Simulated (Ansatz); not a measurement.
**antiAuCu3-structured Eu3Si**

Level of theory: DFT, PBE+U (U_eff = 6 eV on Eu 4f), scalar-relativistic, collinear spin; plane waves to 420 eV with PAW datasets (Ansatz 0.2.0), Γ-centred 6×6×6 mesh, 0.05 eV Gaussian smearing; PAW files: Ansatz's generated set soft_2.

```
CELL_PARAMETERS angstrom
5.00062 0.00000 0.00000
0.00000 5.00062 0.00000
0.00000 0.00000 5.00062
ATOMIC_POSITIONS crystal
Eu 0.00000 0.50000 0.50000
Eu 0.50000 0.50000 0.00000
Eu 0.50000 0.00000 0.50000
Si 0.00000 0.00000 0.00000
```

The start was a prototype's sites filled with these elements, not a measured cell.

The geometry is fixed. Moments are started on Eu in several ways. Signs follow the order of those atoms. q is the propagation vector of an order in a doubled cell, in units of this cell's reciprocal vectors; doubled cells take an equivalent mesh or are counted from a ferromagnetic run in the same cell, unless said otherwise. Energies count from the first row, the state in which the cell was relaxed.

The starts:
- ferromagnetic
- no spin polarisation
- ferrimagnetic in the cell, signs ++-
- antiparallel, q = (0, 0, 1/2), signs +++---

(1) Which start ends lowest?

Answer:

(1) Lowest: ferromagnetic.

```
                                      start  largest typed moment (μB)  ΔE (meV/atom)  gap on the mesh (eV)  P (GPa)   final spin moments (μB)
                              ferromagnetic                      7.80*            0.0                 metal      0.0         Eu 7.09; Si -0.18
                       no spin polarisation                       0.00         6275.7                 metal     -7.3                      none
       ferrimagnetic in the cell, signs ++-                      7.00*           27.6                 metal      0.4  Eu 7.04, -6.95; Si -0.06
antiparallel, q = (0, 0, 1/2), signs +++---                      7.00*           13.0                 metal      0.3            Eu 7.07, -7.07
```

A star marks runs that didn't start from the typed moments alone: they went on from the state of an earlier run.

1 further start is left out (unconverged or without a whole record).

The row without spin polarisation prices the pairing of the open shell's electrons, in one of several fillings that the shell can take under U, not a magnetic ordering energy.

Only orders that fit these small cells were tried, so the real crystal's order may be another.

Spin–orbit coupling is left out. Site moments are of spin, integrated over atomic spheres. A U of this size is made for insulators; in a metal, as here, it tends to take f weight out of the bonding and to swell the cell.
